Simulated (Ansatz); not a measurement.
Wurtzite alloy of GaN and AlN (12 of 48 Ga sites exchanged), 96 atoms

Ansatz, PAW, plane waves. PBEsol relaxation of cell lengths and atoms (angles held) at the single k point (¼, ¼, ¼) without its symmetry partners; single points on the relaxed atoms at the single k point (¼, ¼, ¼) without its symmetry partners, onto which points of the small cell's zone fold. Arrangement: unlike neighbours preferred. No spin–orbit coupling unless named.

Relaxed structure:

```xyz
96
Lattice="9.4899 0.0000 0.0000 0.0000 10.9595 0.0000 0.0000 0.0000 10.2857" Properties=species:S:1:pos:R:3 pbc="T T T"
Ga    1.5760    0.9051    2.5575
Ga    1.5783    0.9025    7.7214
Ga    0.0017    3.6620    2.5603
Ga    0.0009    3.6586    7.7209
Ga    4.7480    0.9100    7.7142
Ga    3.1643    3.6584    2.5679
Ga    3.1647    3.6631    7.7103
Ga    1.5809    6.3934    2.5671
Ga    1.5812    6.3948    7.7110
Ga    7.9091    0.9097    2.5588
Ga    7.9063    0.9131    7.7206
Ga    6.3213    3.6598    2.5681
Ga    3.1716    9.1356    2.5675
Ga    3.1725    9.1287    7.7100
Ga    7.8995    6.3962    7.7098
Ga    6.3217    9.1312    2.5660
Ga    6.3188    9.1305    7.7100
Ga    0.0044    1.8381    5.1402
Ga    3.1692    1.8213    5.1285
Ga    3.1607    1.8247    0.0060
Ga    9.4895    7.3010    5.1308
Ga    0.0027    7.3034    0.0086
Ga    6.3164    1.8153    5.1414
Ga    6.3234    1.8219   10.2843
Ga    4.7394    4.5732    5.1492
Ga    4.7425    4.5705   10.2727
Ga    3.1713    7.3015    5.1390
Ga    3.1692    7.3024   10.2810
Ga    1.5807   10.0365    5.1411
Ga    1.5775   10.0417   10.2819
Ga    7.9126    4.5703    5.1404
Ga    7.9114    4.5571   10.2828
Ga    6.3187    7.3093    5.1293
Ga    6.3164    7.3112    0.0057
Ga    7.9116   10.0399    5.1407
Ga    7.9147   10.0454   10.2820
Al    4.7470    0.9050    2.5654
Al    9.4865    9.1200    2.5654
Al    9.4872    9.1264    7.7080
Al    6.3222    3.6580    7.7060
Al    4.7512    6.3921    2.5616
Al    4.7500    6.3849    7.7054
Al    7.9010    6.4015    2.5614
Al    0.0035    1.8377   10.2782
Al    1.5832    4.5667    5.1365
Al    1.5792    4.5602   10.2783
Al    4.7439   10.0540    5.1266
Al    4.7430   10.0506    0.0044
N     9.4873    1.8335    1.8925
N     0.0009    1.8280    7.0828
N     3.1978    1.8065    1.9603
N     3.1627    1.8253    7.0807
N     1.5849    4.5690    1.8879
N     1.5780    4.5703    7.0349
N     9.4555    7.3219    1.9684
N     9.4851    7.3403    7.0863
N     6.2921    1.8127    1.9523
N     6.3253    1.8638    7.0968
N     4.7442    4.6066    1.9402
N     4.7786    4.5859    7.1091
N     3.2006    7.2895    1.9506
N     3.2012    7.2810    7.0949
N     1.5462   10.0120    1.9494
N     1.5500   10.0163    7.0973
N     7.9044    4.6075    1.9501
N     7.8780    4.5505    7.0965
N     6.3212    7.2715    1.9649
N     6.2901    7.2878    7.0839
N     4.7477   10.0850    1.9053
N     4.7466   10.0526    7.0250
N     7.9420   10.0187    1.9493
N     7.9381   10.0254    7.0979
N     1.5773    0.9081    4.5041
N     1.5473    0.9292    9.6744
N     0.0351    3.6778    4.5144
N     0.0354    3.6374    9.6796
N     4.7435    0.8732    4.4716
N     4.7395    0.8733    9.6626
N     3.1316    3.6708    4.5246
N     3.1288    3.6670    9.6645
N     1.5860    6.3547    4.5225
N     1.5808    6.3525    9.6689
N     0.0012    9.1263    4.4621
N     0.0008    9.1216    9.6047
N     7.9119    0.9158    4.5085
N     7.9437    0.9351    9.6740
N     6.3217    3.6487    4.5134
N     6.3237    3.6468    9.6101
N     4.7440    6.3885    4.4580
N     4.7470    6.3951    9.6014
N     3.1969    9.1474    4.5237
N     3.1970    9.1526    9.6681
N     7.9022    6.3956    4.4655
N     7.9038    6.3943    9.6560
N     6.2919    9.1567    4.5211
N     6.2910    9.1586    9.6701
```

What are the mean bond lengths by pair (pairs within 1.2 times the sum of covalent radii, less contacts 15 % beyond the pair's median; cation–cation pairs of compounds aside; long ionic contacts are cut short by that bound)?

Al–N 1.895 ± 0.004 Å (standard deviation, 48 bonds); Ga–N 1.948 ± 0.006 Å (standard deviation, 144 bonds).

What gap lies between the top filled and the lowest empty level in the single points?

r²SCAN 3.96 eV (9.8 s on NVIDIA H100). Away from Γ this isn't the crystal's band gap.
